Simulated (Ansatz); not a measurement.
Property card for Hf3TiN4

Theory: Ansatz, DFT PBE, scalar-relativistic, plane waves, PAW.

Plane waves to 420 eV, a k mesh through Γ of 12×12×4 on the computed 8-atom cell and Gaussian smearing (0.10 eV); no spin polarisation.

The structure is relaxed at this level of theory with its symmetry kept, and needn't be the ground state of this composition.

```cif
data_structure
_symmetry_space_group_name_H-M 'P-6m2'
_symmetry_Int_Tables_number 187
_cell_length_a 3.1134
_cell_length_b 3.1134
_cell_length_c 10.7452
_cell_angle_alpha 90.000
_cell_angle_beta 90.000
_cell_angle_gamma 120.000
_cell_volume 90.20
loop_
_atom_site_label
_atom_site_type_symbol
_atom_site_symmetry_multiplicity
_atom_site_Wyckoff_symbol
_atom_site_fract_x
_atom_site_fract_y
_atom_site_fract_z
_atom_site_occupancy
Hf1 Hf 1 f 0.66667 0.33333 0.50000 1
Hf2 Hf 2 h 0.33333 0.66667 0.75596 1
Ti1 Ti 1 e 0.66667 0.33333 0.00000 1
N1 N 2 g 0.00000 0.00000 0.62749 1
N2 N 2 g 0.00000 0.00000 0.11844 1
```

| Property | Result |
| --- | --- |
| Space group | P-6m2 (No. 187) |
| Volume per atom | 11.27 Å³ |
| Formation energy from the elements' standard states (uncorrected) | -1.597 eV/atom |
| Kohn–Sham band gap | none (metal) |
| Density of states at the Fermi level | 2.4 states/eV per cell |
| Orbital (Löwdin) character within 0.5 eV of the Fermi level | Hf 5d 52 %, Ti 3d 28 %, N 2p 15 % |
| Bader charge by site (e) | Hf (1 in the cell) 1.84, Hf (2 in the cell) 1.87, Ti (1 in the cell) 1.66, N (2 in the cell) -1.84, N (2 in the cell) -1.78 |

Spin-orbit coupling is left out, which matters for the bands of heavy elements.

The cell was found from a structure generator's guess, not taken from experiment. Löwdin shares on free-atom orbitals overweight diffuse shells.
